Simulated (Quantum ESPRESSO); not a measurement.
## AgAu6Mo (finding a planted mistake in a log)

A calculation, not a measurement. The program is pw.x of Quantum ESPRESSO 7.5 (plane-wave density functional theory). The cell is made up: eight metal atoms on a face-centred cubic lattice, with elements, volume, strain and displacements drawn at random and not relaxed, so it may be unstable or far from any real phase. PseudoDojo standard norm-conserving files set the functional (PBE unless stated); there is no spin polarisation or spin-orbit coupling, the Fermi-Dirac width of 0.25 eV means electrons at about 2900 K, and the masses in the input are unused placeholders. Heavy elements are run without spin-orbit coupling, which real alloys of them have. A spin test at this wide smearing found no moment, but such smearing suppresses magnetism that the real alloy may have.

Intended input:

```
&control calculation='scf', pseudo_dir='./dojo.nc.sr.pbe.v0_5.standard.upf', outdir='./o', disk_io='minimal', tprnfor=.true., tstress=.true. /
&system ibrav=0, nat=8, ntyp=3, nbnd=83, ecutwfc=82.02448710, nosym=.true., tot_charge=0,
 occupations='smearing', smearing='fd', degauss=0.0183746611
/
&electrons conv_thr=1.470e-08, electron_maxstep=70, mixing_beta=0.5 /
ATOMIC_SPECIES
Ag 1.0 Ag.upf
Au 1.0 Au.upf
Mo 1.0 Mo.upf
CELL_PARAMETERS angstrom
0.0 -2.0704 -2.0704
0.0 4.1409 -4.1409
8.2818 0.0 0.0
ATOMIC_POSITIONS angstrom
Ag 0.0399 0.0063 0.0948
Au 4.3819 0.0772 0.0115
Au 0.0517 2.0343 -2.1123
Au 4.2659 2.3305 -1.939
Au 1.9998 -0.054 -2.3034
Au 6.0365 -0.059 -2.104
Au 1.8555 2.0148 -3.8668
Mo 6.0968 2.0939 -4.0
K_POINTS automatic
8 4 3 1 1 1
```

The log is shortened where brackets say so; the opening notice, blank lines, dates and the lines on written files are dropped, and the path of the files is cut. It prints rydbergs, bohrs and kilobars, and counts compression as positive stress. Its total energy is the free energy E - TS of the whole cell.

Log of the intended run:

```
     Program PWSCF v.7.5
     Parallel version (MPI & OpenMP), running on       4 processor cores
     Number of MPI processes:                 4
     Threads/MPI process:                     1
     [start-up lines left out]
     bravais-lattice index     =            0
     lattice parameter (alat)  =       5.5331  a.u.
     unit-cell volume          =     958.2975 (a.u.)^3
     number of atoms/cell      =            8
     number of atomic types    =            3
     number of electrons       =       147.00
     number of Kohn-Sham states=           83
     kinetic-energy cutoff     =      82.0245  Ry
     charge density cutoff     =     328.0979  Ry
     scf convergence threshold =      1.5E-08
     mixing beta               =       0.5000
     number of iterations used =            8  plain     mixing
     Exchange-correlation= PBE
                           (   1   4   3   4   0   0   0)
     [axes and pseudopotential details left out]
   Cartesian axes
     site n.     atom                  positions (alat units)
         1        Ag     tau(   1) = (   0.0136271   0.0021516   0.0323772  )
         2        Au     tau(   2) = (   1.4965568   0.0263662   0.0039276  )
         3        Au     tau(   3) = (   0.0176572   0.6947775  -0.7214170  )
         4        Au     tau(   4) = (   1.4569392   0.7959391  -0.6622295  )
         5        Au     tau(   5) = (   0.6829947  -0.0184427  -0.7866836  )
         6        Au     tau(   6) = (   2.0616548  -0.0201504  -0.7185822  )
         7        Au     tau(   7) = (   0.6337117   0.6881176  -1.3206339  )
         8        Mo     tau(   8) = (   2.0822491   0.7151328  -1.3661259  )
     number of k points=    48  Fermi-Dirac smearing, width (Ry)=  0.0184
                       cart. coord. in units 2pi/alat
        k(    1) = (   0.0589241  -0.0000011  -0.0883873), wk =   0.0416667
        k(    2) = (  -0.1767724  -0.0000011  -0.0883873), wk =   0.0416667
     [further k points left out]
     Dense  grid:    96119 G-vectors     FFT dimensions: (  32,  64,  96)
     Estimated max dynamical RAM per process >     361.93 MB
     Estimated total dynamical RAM >       1.35 GB
     Initial potential from superposition of free atoms
     starting charge     146.9974, renormalised to     147.0000
     Starting wfcs are   80 randomized atomic wfcs +    3 random wfcs
     total cpu time spent up to now is        5.7 secs
     per-process dynamical memory:   283.8 Mb
     Self-consistent Calculation
     iteration #  1     ecut=    82.02 Ry     beta= 0.50
     Davidson diagonalization with overlap
     ethr =  1.00E-02,  avg # of iterations =  3.0
     Threshold (ethr) on eigenvalues was too large:
     Diagonalizing with lowered threshold
     Davidson diagonalization with overlap
     ethr =  5.91E-04,  avg # of iterations =  1.0
     total cpu time spent up to now is       30.6 secs
     total energy              =   -2228.48246330 Ry
     estimated scf accuracy    <       0.89528287 Ry
     iteration #  2     ecut=    82.02 Ry     beta= 0.50
     Davidson diagonalization with overlap
     ethr =  6.09E-04,  avg # of iterations =  3.3
     total cpu time spent up to now is       44.9 secs
     total energy              =   -2228.04824755 Ry
     estimated scf accuracy    <       6.57824909 Ry
     [iterations 3 to 12 left out]
     iteration # 13     ecut=    82.02 Ry     beta= 0.50
     Davidson diagonalization with overlap
     ethr =  4.23E-11,  avg # of iterations =  2.0
     total cpu time spent up to now is      181.9 secs
     total energy              =   -2228.80987617 Ry
     estimated scf accuracy    <       0.00000010 Ry
     iteration # 14     ecut=    82.02 Ry     beta= 0.50
     Davidson diagonalization with overlap
     ethr =  4.23E-11,  avg # of iterations =  2.0
     total cpu time spent up to now is      193.1 secs
     End of self-consistent calculation
     [lines on levels left out]
!    total energy              =   -2228.80987617 Ry
     estimated scf accuracy    <       0.00000001 Ry
     smearing contrib. (-TS)   =      -0.07165699 Ry
     internal energy E=F+TS    =   -2228.73821918 Ry
     The total energy is F=E-TS. E is the sum of the following terms:
     one-electron contribution =    -722.07453429 Ry
     hartree contribution      =     440.77580965 Ry
     xc contribution           =    -379.67455673 Ry
     ewald contribution        =   -1567.76493781 Ry
     convergence has been achieved in  14 iterations
     Forces acting on atoms (cartesian axes, Ry/au):
     atom    1 type  1   force =    -0.02610585    0.00991725   -0.01233534
     atom    2 type  2   force =    -0.09841794   -0.04536906    0.02404953
     atom    3 type  2   force =    -0.13715888   -0.00964315    0.04070848
     atom    4 type  2   force =    -0.07443723   -0.01902812   -0.03770446
     atom    5 type  2   force =     0.04286762   -0.05751452    0.07457961
     atom    6 type  2   force =     0.12573926    0.03688674    0.00952392
     atom    7 type  2   force =     0.09818663    0.06749414   -0.09628184
     atom    8 type  3   force =     0.06932638    0.01725671   -0.00253990
     Total force =     0.312551     Total SCF correction =     0.001390
     Computing stress (Cartesian axis) and pressure
          total   stress  (Ry/bohr**3)                   (kbar)     P=       91.96
   0.00069909   0.00025132  -0.00010529          102.84       36.97      -15.49
   0.00025132   0.00062636  -0.00024102           36.97       92.14      -35.46
  -0.00010529  -0.00024102   0.00055002          -15.49      -35.46       80.91
     init_run     :      5.43s CPU      5.58s WALL (       1 calls)
     electrons    :    184.15s CPU    187.47s WALL (       1 calls)
     forces       :      1.78s CPU      1.78s WALL (       1 calls)
     stress       :      6.23s CPU      6.24s WALL (       1 calls)
     [timing details left out]
     PWSCF        :   3m17.65s CPU   3m21.19s WALL
     JOB DONE.
```

A second run was made from an input with one planted mistake. Its log:

```
     Program PWSCF v.7.5
     Parallel version (MPI & OpenMP), running on       4 processor cores
     Number of MPI processes:                 4
     Threads/MPI process:                     1
     [start-up lines left out]
     bravais-lattice index     =            0
     lattice parameter (alat)  =       5.4478  a.u.
     unit-cell volume          =     914.6930 (a.u.)^3
     number of atoms/cell      =            8
     number of atomic types    =            3
     number of electrons       =       147.00
     number of Kohn-Sham states=           83
     kinetic-energy cutoff     =      82.0245  Ry
     charge density cutoff     =     328.0979  Ry
     scf convergence threshold =      1.5E-08
     mixing beta               =       0.5000
     number of iterations used =            8  plain     mixing
     Exchange-correlation= PBE
                           (   1   4   3   4   0   0   0)
     [axes and pseudopotential details left out]
   Cartesian axes
     site n.     atom                  positions (alat units)
         1        Ag     tau(   1) = (   0.0136322   0.0021506   0.0323635  )
         2        Au     tau(   2) = (   1.4965619   0.0263626   0.0039197  )
         3        Au     tau(   3) = (   0.0176560   0.6947927  -0.7214328  )
         4        Au     tau(   4) = (   1.4569487   0.7959417  -0.6622210  )
         5        Au     tau(   5) = (   0.6829989  -0.0184538  -0.7866801  )
         6        Au     tau(   6) = (   2.0616577  -0.0201535  -0.7185884  )
         7        Au     tau(   7) = (   0.6337078   0.6881327  -1.3206611  )
         8        Mo     tau(   8) = (   2.0822621   0.7151543  -1.3661365  )
     number of k points=    48  Fermi-Dirac smearing, width (Ry)=  0.0184
                       cart. coord. in units 2pi/alat
        k(    1) = (   0.0589234  -0.0000011  -0.0883873), wk =   0.0416667
        k(    2) = (  -0.1767702  -0.0000011  -0.0883873), wk =   0.0416667
     [further k points left out]
     Dense  grid:    91857 G-vectors     FFT dimensions: (  32,  64,  90)
     Estimated max dynamical RAM per process >     345.72 MB
     Estimated total dynamical RAM >       1.28 GB
     Initial potential from superposition of free atoms
     starting charge     146.9974, renormalised to     147.0000
     Starting wfcs are   80 randomized atomic wfcs +    3 random wfcs
     total cpu time spent up to now is        4.9 secs
     per-process dynamical memory:   271.4 Mb
     Self-consistent Calculation
     iteration #  1     ecut=    82.02 Ry     beta= 0.50
     Davidson diagonalization with overlap
     ethr =  1.00E-02,  avg # of iterations =  3.0
     Threshold (ethr) on eigenvalues was too large:
     Diagonalizing with lowered threshold
     Davidson diagonalization with overlap
     ethr =  6.68E-04,  avg # of iterations =  1.0
     total cpu time spent up to now is       26.5 secs
     total energy              =   -2228.36736596 Ry
     estimated scf accuracy    <       1.00881823 Ry
     iteration #  2     ecut=    82.02 Ry     beta= 0.50
     Davidson diagonalization with overlap
     ethr =  6.86E-04,  avg # of iterations =  3.4
     total cpu time spent up to now is       40.4 secs
     total energy              =   -2227.87016373 Ry
     estimated scf accuracy    <       8.50620366 Ry
     [iterations 3 to 13 left out]
     iteration # 14     ecut=    82.02 Ry     beta= 0.50
     Davidson diagonalization with overlap
     ethr =  4.68E-11,  avg # of iterations =  2.0
     total cpu time spent up to now is      181.9 secs
     total energy              =   -2228.76940553 Ry
     estimated scf accuracy    <       0.00000002 Ry
     iteration # 15     ecut=    82.02 Ry     beta= 0.50
     Davidson diagonalization with overlap
     ethr =  1.20E-11,  avg # of iterations =  1.4
     total cpu time spent up to now is      193.3 secs
     End of self-consistent calculation
     [lines on levels left out]
!    total energy              =   -2228.76940553 Ry
     estimated scf accuracy    <          1.7E-09 Ry
     smearing contrib. (-TS)   =      -0.06886466 Ry
     internal energy E=F+TS    =   -2228.70054087 Ry
     The total energy is F=E-TS. E is the sum of the following terms:
     one-electron contribution =    -683.91043354 Ry
     hartree contribution      =     427.48328118 Ry
     xc contribution           =    -379.98047767 Ry
     ewald contribution        =   -1592.29291085 Ry
     convergence has been achieved in  15 iterations
     Forces acting on atoms (cartesian axes, Ry/au):
     atom    1 type  1   force =    -0.03155119    0.01313992   -0.01639419
     atom    2 type  2   force =    -0.12840071   -0.05288594    0.02665765
     atom    3 type  2   force =    -0.16437820   -0.01451136    0.05120588
     atom    4 type  2   force =    -0.09527058   -0.02573855   -0.04367670
     atom    5 type  2   force =     0.05371189   -0.07188199    0.09380651
     atom    6 type  2   force =     0.15453207    0.04410338    0.01211163
     atom    7 type  2   force =     0.12200583    0.08550897   -0.11867977
     atom    8 type  3   force =     0.08935090    0.02226558   -0.00503100
     Total force =     0.387996     Total SCF correction =     0.000234
     Computing stress (Cartesian axis) and pressure
          total   stress  (Ry/bohr**3)                   (kbar)     P=      184.81
   0.00133980   0.00029888  -0.00012384          197.09       43.97      -18.22
   0.00029888   0.00126108  -0.00028091           43.97      185.51      -41.32
  -0.00012384  -0.00028091   0.00116808          -18.22      -41.32      171.83
     init_run     :      4.53s CPU      4.67s WALL (       1 calls)
     electrons    :    184.98s CPU    188.42s WALL (       1 calls)
     forces       :      1.90s CPU      1.90s WALL (       1 calls)
     stress       :      6.46s CPU      6.46s WALL (       1 calls)
     [timing details left out]
     PWSCF        :   3m18.06s CPU   3m21.69s WALL
     JOB DONE.
```

Question: the log repeats what the program read. Compare it with the intended run: what was wrong in the second input?

Answer: the cell and the positions are scaled by a wrong factor. The input lines that differ:

```
- 0.0 -2.0704 -2.0704
- 0.0 4.1409 -4.1409
- 8.2818 0.0 0.0
+ 0.0 -2.0385 -2.0385
+ 0.0 4.0771 -4.0771
+ 8.1543 0.0 0.0
- Ag 0.0399 0.0063 0.0948
- Au 4.3819 0.0772 0.0115
- Au 0.0517 2.0343 -2.1123
- Au 4.2659 2.3305 -1.939
- Au 1.9998 -0.054 -2.3034
- Au 6.0365 -0.059 -2.104
- Au 1.8555 2.0148 -3.8668
- Mo 6.0968 2.0939 -4.0
+ Ag 0.0393 0.0062 0.0933
+ Au 4.3144 0.076 0.0113
+ Au 0.0509 2.003 -2.0798
+ Au 4.2002 2.2946 -1.9091
+ Au 1.969 -0.0532 -2.2679
+ Au 5.9435 -0.0581 -2.0716
+ Au 1.8269 1.9838 -3.8073
+ Mo 6.0029 2.0617 -3.9384
```

|  | intended run | run with the mistake |
| --- | --- | --- |
| free energy (eV) | -30324.503 | -30323.953 |
| entropy term -TS, part of it (eV) | -0.975 | -0.937 |
| pressure (GPa) | 9.20 | 18.48 |
| size of the largest force component (eV/Å) | 3.526 | 4.226 |
| largest change of a force component (eV/Å) |  | 0.771 |
| iterations | 14 | 15 |

For scale, a rerun of the intended cell at a higher cutoff and on a denser mesh moved values by no more than 0.013 eV in energy, 0.15 GPa in stress and 0.020 eV/Å in force, and a second program with other atomic files agreed on that cell to 2 % rms in force and 0.5 GPa in pressure.